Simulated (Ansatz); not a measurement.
BAs:
```cif
data_As4B4
_chemical_formula_sum 'As4 B4'
_space_group_name_H-M_alt 'F-43m'
_space_group_IT_number 216
_space_group_name_Hall 'F -4 2 3'
_cell_length_a 4.78390
_cell_length_b 4.78390
_cell_length_c 4.78390
_cell_angle_alpha 90.000
_cell_angle_beta 90.000
_cell_angle_gamma 90.000
loop_
_atom_site_label
_atom_site_type_symbol
_atom_site_symmetry_multiplicity
_atom_site_Wyckoff_symbol
_atom_site_fract_x
_atom_site_fract_y
_atom_site_fract_z
_atom_site_occupancy
As1 As 4 c 0.25000 0.25000 0.25000 1
B1 B 4 a 0.00000 0.00000 0.00000 1
```
(The calculation used a cell of 2 atoms; values per cell refer to that cell.)

Relaxed with r²SCAN.

**Question.** Give the optical modes at the zone centre with their infrared and Raman activity from DFPT, DFT-r²SCAN in the program Ansatz with PAW potentials.

**Answer.** Transverse frequencies, without the LO–TO term; a row sums one degenerate level.

| ω (cm⁻¹) | degeneracy | IR ((D/Å)²/amu) | Raman (Å⁴/amu) | activity | symmetry |
|---|---|---|---|---|---|
| 697 | 3 | 1.01 | 1300 | IR+Raman | T2 |

**Question.** How high does the top mode go among those that the LO–TO term moves?

**Answer.** 699 cm⁻¹ for q along x.

Symmetry was held in the r²SCAN relaxation; phonons on a q-mesh show no instability.

Potentials: the later of the program's two PAW sets.
